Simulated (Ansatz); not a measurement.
Ansatz input

```yaml
crystal:
  lattice:
    - [14.0, 0.0, 0.0]
    - [0.0, 14.4, 0.0]
    - [0.0, 0.0, 14.8]
  atoms:
    - { symbol: Te, position: [0.5, 0.5, 0.5], spin: 0.01 }
  symmetry: { detect: false, time_reversal: true }
hamiltonian:
  xc: r2scan
  pseudopotentials:
    kind: paw
    azcp:
      Te: "pseudopotentials/Te.paw.azcp"
basis:
  ecutwfc: 500
  fft_grid_basis: typed
kpoints:
  mp_grid: { grid: [1, 1, 1], shift: [0, 0, 0] }
magnetization:
  spin_polarized: true
scf:
  occupations: { method: fermi_dirac, width: 0.01 }
```

Output

```
Engine: ansatz 0.2.0, aarch64-unknown-linux-gnu
Pseudopotentials: kind: paw
Pseudopotential: Te, paw, valence charge 16, recommended cutoff 500 eV (meta_gga) 
Functional definition: r2SCAN
  parameter k0 = 0.174
  parameter k1 = 0.065
  parameter a1 = 4.9479
  exchange = r2scan_x(k0 = k0, k1 = k1, a1 = a1)
  correlation = r2scan_c
Crystal: 1 atoms, lattice volume = 2983.680 Å³
Basis set: ecut = 500 eV, 75747 PW (Γ), exchange–correlation on 432×432×432 points (64 copies of the dense FFT grid, shifted against one another)
Bands: 13, of which v1, the nominal top of the filled ones, is band 8 counted from 1 (7 counted from 0)
Symmetry: 1 space group operations
k-points: 1
Non-local potential: Te, projectors of the file, l = 0: 2, l = 1: 2, l = 2: 2, l = 3: 2
PAW form: soft (Blöchl's): semilocal exchange-correlation on the pseudo side does not see the compensation charge
PAW frozen core: Te, regenerated for the run's functional (the file was generated under x = pbe(κ = 0.804, μ = 0.2195149727645171), c = pbe(β = 0.06672455060314922))
PAW one-centre angular grid: Te, 590 points (default); XC on 160 Gauss nodes
Initial density: superposition of atomic densities (neutral atoms: chi_scale 0, normalization atom)
Starting moments: Σ|m| = 0.01 μB on 1 of 1 site
Initial wavefunctions: pseudopotential atomic-orbital guess
Functional: x = r2scan, c = r2scan; τ floored in thin density (d = 2e-4 eV/Å³)
iter 1 solved again at ethr=5.97e-6 eV; its pass at ethr=3.10e-3 eV (dr2=9.56e-4 eV) is discarded
SCF iter   1: F=—  HF=-6991.422517 eV  |F-HF|=—  |Δ(HF+E_count)|=         —  Δρ=4.23e-4 (↑4.10e-4 ↓4.23e-4)  dr2=1.25e-3  dr2_τ=7.41e-5  dr2_m=4.39e-3  M=0.245 μB ∫|m|=0.245 μB  β_m=1.00  ethr=5.97e-6  ⟨swp⟩=5.0  Hψ=248  notcnv=0
spin=Collinear: Resta preconditioning applied to the charge; magnetization (m = ρ↑ − ρ↓) channel mixes plain (no charge-response kernel on spin).
SCF iter   2: F=—  HF=-6991.580870 eV  |F-HF|=—  |Δ(HF+E_count)|=   1.58e-1  Δρ=2.99e-3 (↑2.99e-3 ↓2.99e-3)  dr2=5.26e-4  dr2_τ=3.47e-3  dr2_m=2.45e-1  M=2.000 μB ∫|m|=2.000 μB  β_m=1.00  ethr=5.97e-6  ⟨swp⟩=7.0  Hψ=78  notcnv=0  κ⁻¹=1.0e0(r=1)
SCF iter   3: F=—  HF=-6992.213921 eV  |F-HF|=—  |Δ(HF+E_count)|=   6.33e-1  Δρ=1.94e-4 (↑1.94e-4 ↓1.80e-4)  dr2=1.02e-3  dr2_τ=1.02e-5  dr2_m=8.93e-4  M=2.000 μB ∫|m|=2.000 μB  β_m=1.00  ethr=3.29e-6  ⟨swp⟩=7.5  Hψ=104  notcnv=0  κ⁻¹=1.2e-2(r=2)
SCF iter   4: F=—  HF=-6992.227803 eV  |F-HF|=—  |Δ(HF+E_count)|=   1.39e-2  Δρ=3.83e-4 (↑1.13e-4 ↓3.83e-4)  dr2=8.81e-3  dr2_τ=5.99e-6  dr2_m=9.95e-4  M=2.000 μB ∫|m|=2.000 μB  β_m=1.00  ethr=3.29e-6  ⟨swp⟩=5.0  Hψ=69  notcnv=0  κ⁻¹=2.9e-3(r=3)
SCF iter   5: F=—  HF=-6992.294246 eV  |F-HF|=—  |Δ(HF+E_count)|=   6.64e-2  Δρ=2.72e-3 (↑2.05e-4 ↓2.72e-3)  dr2=3.61e-1  dr2_τ=2.05e-4  dr2_m=4.59e-2  M=2.000 μB ∫|m|=2.006 μB  β_m=1.00  ethr=3.29e-6  ⟨swp⟩=9.5  Hψ=98  notcnv=0  κ⁻¹=6.6e-5(r=4)
...
SCF iter  55: F=—  HF=-6992.553435 eV  |F-HF|=—  |Δ(HF+E_count)|=   8.59e-6  Δρ=2.35e-6 (↑2.35e-6 ↓1.89e-6)  dr2=5.31e-7  dr2_τ=2.69e-9  dr2_m=4.18e-8  M=2.000 μB ∫|m|=2.044 μB  ethr=1.08e-10  ⟨swp⟩=11.0  Hψ=205  notcnv=0
SCF iter  56: F=—  HF=-6992.553443 eV  |F-HF|=—  |Δ(HF+E_count)|=   8.51e-6  Δρ=2.18e-6 (↑2.18e-6 ↓1.96e-6)  dr2=4.67e-7  dr2_τ=2.74e-9  dr2_m=5.79e-8  M=2.000 μB ∫|m|=2.044 μB  ethr=1.08e-10  ⟨swp⟩=11.0  Hψ=213  notcnv=0
SCF iter  57: F=—  HF=-6992.553443 eV  |F-HF|=—  |Δ(HF+E_count)|=   2.61e-7  Δρ=7.90e-7 (↑7.90e-7 ↓6.53e-7)  dr2=7.23e-8  dr2_τ=3.35e-10  dr2_m=3.27e-9  M=2.000 μB ∫|m|=2.044 μB  ethr=1.08e-10  ⟨swp⟩=4.5  Hψ=126  notcnv=0
SCF iter  58: F=—  HF=-6992.553443 eV  |F-HF|=—  |Δ(HF+E_count)|=   4.51e-9  Δρ=2.80e-7 (↑2.28e-7 ↓2.80e-7)  dr2=4.24e-9  dr2_τ=2.26e-11  dr2_m=1.22e-9  M=2.000 μB ∫|m|=2.044 μB  ethr=1.08e-10  ⟨swp⟩=3.0  Hψ=109  notcnv=0
SCF iter  59: F=-6992.553443 eV  HF=-6992.553443 eV  |F-HF|=1.21e-9  |Δ(HF+E_count)|=   9.01e-8  Δρ=3.17e-7 (↑3.17e-7 ↓1.66e-7)  dr2=6.50e-9  dr2_τ=3.90e-11  dr2_m=8.15e-10  M=2.000 μB ∫|m|=2.044 μB  ethr=2.65e-11  ⟨swp⟩=3.0  Hψ=116  notcnv=0
SCF iter  60: F=-6992.553443 eV  HF=-6992.553443 eV  |F-HF|=1.22e-9  |Δ(HF+E_count)|=  3.64e-12  Δρ=3.17e-7 (↑3.17e-7 ↓1.66e-7)  dr2=6.50e-9  dr2_τ=3.90e-11  dr2_m=8.15e-10  M=2.000 μB ∫|m|=2.044 μB  ethr=2.65e-11  ⟨swp⟩=1.5  Hψ=110  notcnv=0
SCF 1 converged in 60 iterations: F = -6992.553443 eV  dr2 = 6.50e-9
iteration 60: the least curvature of the free energy that was read at this close is 0.000 (0.398 in the run's own bands): near zero (its residual is 0.007), and the free energy falls along no way that was tried (none was if the reading's last walks met no value under 0.05); the search beside this close for states that part from it by one flipped spin was left: the run had been asked to end. To have that search made, resume the run if its error leaves work to a resume, else run the deck again in a fresh run directory
at 6 of the mixer's solves, the last at iteration 42, it left a direction of its history that read negative out of its fit and stepped the other way along it
SCF converged after 60 iterations
Stability not told: the SCF's own minimisation came to no verdict on its close, and a probe of this close gave no reading; the lowest value that the minimisation read is 8.3e-3 (residual 1.6e-4): no lower mode is shown, and none is ruled out
Magnetization: 2.0000 μB (9.0000 up, 7.0000 down)
Absolute magnetization: 2.0520 μB (∫|ρ↑−ρ↓|, with the PAW one-centre terms)
Spin contamination: 0.0067 ħ² per cell (⟨S²⟩ above its minimum at these occupations)
Per-site moments (μB) at R_I (Å): [(2.0000001735070048, 5.775)]
Free energy (F): -6992.553443 eV
Harris-Foulkes:  -6992.553443 eV  (|F-HF|=1.22e-9)
Internal energy: -6992.553443 eV  (E = F + TS)
E sigma→0 (E₀):  -6992.553443 eV
Fermi energy:    -4.909894 eV
--- Per-component energies (eV) ---
  E_band       = -479.860199
  E_kinetic    = 178.975685
  E_local      = -3542.703731  (includes V_loc(G=0)·N_el)
  E_nonlocal   = -310.588251
  E_hartree    = 1843.934366
  E_xc         = -113.215960
  E_vxc        = -109.674508  (∫ρ·V_xc dr)
  E_paw        = -4686.266726  (= ΣΔE_a)
  E_vpaw       = -391.364067  (= ΣTr[D̂ρ^β])
  E_aug_tail   = -0.000038  (compensation charges beyond the density's cutoff)
  E_vtau       = 7.629261  (kinetic-family band-sum trace: ∫τ·v_τ [+ j·A + Jᵃ·Aᵃ] dr)
  E_ewald      = -362.973644
  E_core_change = 0.284855  (= ΣΔE_core)
  E_smearing   = -0.000000  (= −TS)
  E_closure    = 0.000000  (closes the sum)
  Σ components = -6992.553443   (vs F -6992.553443, Δ=0.00e0)
--- Band table (eV) ---
  k-point 0 ↑: bands = ["-42.7796", "-42.7796", "-42.3646", "-42.3646", "-42.2316", "-16.1858", "-7.0940", "-7.0936", "-5.9053", "-0.0318", "0.6215", "0.7605", "0.7838"]
  k-point 0 ↓: bands = ["-42.4888", "-42.4888", "-42.2060", "-42.2059", "-42.1104", "-14.2080", "-5.3536", "-4.4594", "-4.4591", "0.1665", "0.8379", "0.8774", "0.8957"]
Error: SIGTERM received: cancelled ahead of the end of the searches for a lower state and the checks behind the self-consistent cycle: the result that stood is reported, with what was made of it, and may lie above the state on which the run would have ended. A resume of goes on from the state saved last, or from a result that was left at `state.next`, and makes the searches and checks that nothing else bars: give the resume the same folder of runs
Name the folder of runs with --runs-dir
```

The calculation hadn't finished when its time ran out.
